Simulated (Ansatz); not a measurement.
Cd$_{2}$SnO$_{4}$ (space group Pbam)

```
CELL_PARAMETERS angstrom
      5.57121     0.00000     0.00000
      0.00000     9.92868     0.00000
      0.00000     0.00000     3.19938
ATOMIC_POSITIONS crystal
  Cd 0.06045 0.32359 0.50000
  Cd 0.93955 0.67641 0.50000
  Cd 0.56045 0.17641 0.50000
  Cd 0.43955 0.82359 0.50000
  Sn 0.00000 0.00000 0.00000
  Sn 0.50000 0.50000 0.00000
  O  0.13476 0.80673 0.00000
  O  0.86524 0.19327 0.00000
  O  0.63476 0.69327 0.00000
  O  0.36524 0.30673 0.00000
  O  0.26292 0.53906 0.50000
  O  0.73708 0.46094 0.50000
  O  0.76292 0.96094 0.50000
  O  0.23708 0.03906 0.50000
```

E(V) scan at fixed shape, V₀ the volume above. The atoms relax within the cell's symmetry.

All values below come from PBEsol (plane waves to 420 eV, PAW, scalar-relativistic; Ansatz, a program for electronic structure). k mesh 5×3×8 (Γ-centred), Fermi-Dirac smearing 0.05 eV. The energy includes the smearing's −TS. Compression counts positive. With the shape held, the modulus is that of even scaling; a crystal free to change shape is softer. Cd2SnO4 was relaxed with its symmetry unable to fall. ΔE is measured from the relaxed starting cell.

```json
[
 {"V (Å³/atom)": "11.377", "ΔE (meV/atom)": "72.9"},
 {"V (Å³/atom)": "11.588", "ΔE (meV/atom)": "withheld"},
 {"V (Å³/atom)": "11.798", "ΔE (meV/atom)": "30.2"},
 {"V (Å³/atom)": "12.009", "ΔE (meV/atom)": "16.4"},
 {"V (Å³/atom)": "12.220", "ΔE (meV/atom)": "7.1"},
 {"V (Å³/atom)": "12.430", "ΔE (meV/atom)": "1.7"},
 {"V (Å³/atom)": "12.641", "ΔE (meV/atom)": "0.0"},
 {"V (Å³/atom)": "12.852", "ΔE (meV/atom)": "1.6"},
 {"V (Å³/atom)": "13.062", "ΔE (meV/atom)": "6.2"},
 {"V (Å³/atom)": "13.273", "ΔE (meV/atom)": "13.5"},
 {"V (Å³/atom)": "13.484", "ΔE (meV/atom)": "23.3"},
 {"V (Å³/atom)": "13.694", "ΔE (meV/atom)": "35.3"},
 {"V (Å³/atom)": "13.905", "ΔE (meV/atom)": "49.2"}
]
```

Problem. Fit a third-order Birch-Murnaghan form (E₀, V₀, B₀, B₀′ free) to the given rows and predict ΔE at V = 11.588.

Solution. Least squares on the 12 given rows: ΔE = E₀ + (9V₀B₀/16)·y²·[2 + (B₀′ − 4)y], y = (V₀/V)^(2/3) − 1, with V₀ = 12.641 Å³/atom, B₀ = 150.4 GPa (160.2 GPa = 1 eV/Å³; the term in eV is multiplied by 1000), B₀′ = 4.88, E₀ = 0.02 meV/atom; root-mean-square residual 0.04 meV/atom. At 11.588 the fit gives 48.8 meV/atom; the calculation gives 48.9 meV/atom, so the interpolation is off by -0.1 (-0.2 %). For the pressure the fit gives 16.2 GPa against the computed 16.2 GPa.

(A scan under strain: stresses follow from slopes of the energy per volume, elastic moduli from its curvatures.)
